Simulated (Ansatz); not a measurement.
A distorted cell of AlAs (zinc blende):

```
AlAs
1.0
    0.00000     2.95569     2.71923
    2.95569     0.00000     2.71923
    2.95569     2.95569     0.00000
As Al
1 1
Direct
  0.75000   0.75000   0.75000
  0.00000   0.00000   0.00000
```

These are PBEsol (plane waves to 420 eV, PAW, scalar-relativistic; Ansatz, a program for electronic structure) values and carry that method's errors. k mesh 10×10×10 (Γ-centred), Fermi-Dirac smearing 0.05 eV. Energies are smeared free energies. Compression counts positive. AlAs was relaxed with its symmetry unable to fall.

What is the stress tensor (GPa)?


```
  -4.04     0.00     0.00
   0.00    -4.04     0.00
   0.00     0.00    -0.24
```
The pressure, a third of the trace, is -2.78 GPa.

It is the relaxed cell deformed to V/V₀ = 1.040, (c/a)/(c/a)₀ = 0.920, c along z, fractional positions held. What is its energy relative to the relaxed cell?

24.3 meV/atom.

(Under strain, the slope of the energy per volume gives the stress and its curvature an elastic modulus.)
